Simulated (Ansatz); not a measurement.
Given:

AlSiCN:
Space group P3m1 (No. 156); a = 3.126 Å, b = 3.126 Å, c = 9.973 Å, α = 90.00°, β = 90.00°, γ = 120.00°

```
atom  site  symmetry       x       y       z
----  ----  --------  ------  ------  ------
Al      1b       3m.  0.3333  0.6667  0.9958
N       1b       3m.  0.3333  0.6667  0.1975
Al      1c       3m.  0.6667  0.3333  0.2356
N       1c       3m.  0.6667  0.3333  0.4403
Si      1b       3m.  0.3333  0.6667  0.5039
C       1b       3m.  0.3333  0.6667  0.6850
Si      1c       3m.  0.6667  0.3333  0.7576
C       1c       3m.  0.6667  0.3333  0.9369
```

This is the PBEsol-relaxed structure.

**Question.** All from PBEsol in the plane-wave PAW code Ansatz, unless another level is named. Give the highest zone-centre frequency.

**Answer.** 939 cm⁻¹.

**Question.** Next, the bulk modulus (Birch–Murnaghan fit)?

**Answer.** 182 GPa.

The start of the workflow was typed in or built on a structure type; the Crystallography Open Database copy checked does not list it. Whether it is the stable phase at ambient conditions was not checked. The PBEsol relaxation kept the symmetry of its start; its stability against distortions is not shown here. As this level gives no gap, phonon frequencies hold no LO–TO term and depend on the k-mesh and smearing (Fermi–Dirac, 0.1 eV here).

Potentials: the earlier of the program's two PAW sets. The files were generated under PBE; for other functionals the program regenerates the frozen cores, and for LDA and PBEsol the local potential too.
